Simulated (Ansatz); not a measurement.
Na$_{2}$S (anti-fluorite, Fm-3m), plane-wave PAW LDA (Ansatz code). The conduction-band minimum lies at Γ, with 1 equivalent valley. Second derivatives d²E/dk² of the lowest band at one valley (eV·Å²), along Cartesian directions:

| direction | d²E/dk² |
|---|---|
| [100] | 28.06 |
| [010] | 28.06 |
| [001] | 28.06 |
| [110] | 28.05 |
| [101] | 28.05 |
| [011] | 28.05 |

Q: Find the principal effective masses, the density-of-states mass and the conductivity mass.

A: Off-diagonal terms follow from H_xy = H[110] − (H_xx + H_yy)/2, and m*/mₑ = 7.620 eV·Å² over each eigenvalue: 0.27, 0.27, 0.27. One valley's DOS mass (m₁m₂m₃)^(1/3) = 0.27, conductivity mass 3/(Σ 1/mᵢ) = 0.27 mₑ.

Q: What effective density of states Nc follows at 300 K for parabolic valleys?

A: Nc = 2.509e19 × 1 × (0.27)^(3/2) ≈ 3.5e18 cm⁻³.

The cell was relaxed with LDA under the symmetry of its start.

Potentials: the later of the program's two PAW sets.

Edges and masses are those of Kohn–Sham bands, whose gap is no quasiparticle gap.
